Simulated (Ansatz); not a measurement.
TaC:
```yaml
crystal:
  lattice:
    - [1.45999, -4.04344, 0.00000]
    - [1.45999, 4.04344, 0.00000]
    - [0.00000, 0.00000, 3.77321]
  atoms:
    - { symbol: C, position: [0.59930, 0.40070, 0.75000] }
    - { symbol: C, position: [0.40070, 0.59930, 0.25000] }
    - { symbol: Ta, position: [0.87395, 0.12605, 0.75000] }
    - { symbol: Ta, position: [0.12605, 0.87395, 0.25000] }
```

Relaxed with PBE. Special points in fractions of this cell's reciprocal vectors: Γ (0.000, 0.000, 0.000); Y (-0.500, 0.500, 0.000); C0 (-0.283, 0.717, 0.000); Σ0 (0.283, 0.283, 0.000); Z (0.000, 0.000, 0.500); A0 (0.283, 0.283, 0.500); E0 (-0.283, 0.717, 0.500); T (-0.500, 0.500, 0.500); S (0.000, 0.500, 0.000); R (0.000, 0.500, 0.500).

### Question
List the band energies nearest the Fermi level at these points for plane-wave PAW PBE (Ansatz code).

### Answer
In eV from the Fermi level; about four levels below and three above (degenerate sets whole), none deeper than 8.9 eV; points with the same levels are listed once.

| k | below | above |
|---|---|---|
| Γ | -2.48 -2.03 -1.36 -1.04 | 0.41 1.42 2.38 |
| Y | -3.28 -2.05 -1.01 -0.43 | 0.95 1.15 1.73 |
| C0 | -4.14 -3.74 -1.48 -0.31 | 0.99 1.16 4.06 |
| Z | -3.06 -3.06 -0.51 -0.51 | 4.19 4.19 4.85 4.85 |
| A0 | -3.98 -3.98 -2.38 -2.38 | 1.07 1.07 1.53 1.53 |
| T | -1.99 -1.99 -0.90 -0.90 | 2.39 2.39 4.00 4.00 |
| S | -5.13 -3.97 -1.48 -0.20 | 1.76 3.58 4.01 |
| R | -4.19 -4.19 -2.81 -2.81 | 1.19 1.19 2.31 2.31 |

Space group Cmcm. The cell is a constructed one: a structure type filled with these elements; neither database checked (COD, Materials Project) lists it. It is not the phase usual at ambient conditions (space group No. 225). The PBE relaxation kept the symmetry of its start; its stability against distortions is not shown here. The run is not spin-polarised. Spin–orbit coupling is left out wherever it is not named.

Potentials: the later of the program's two PAW sets.
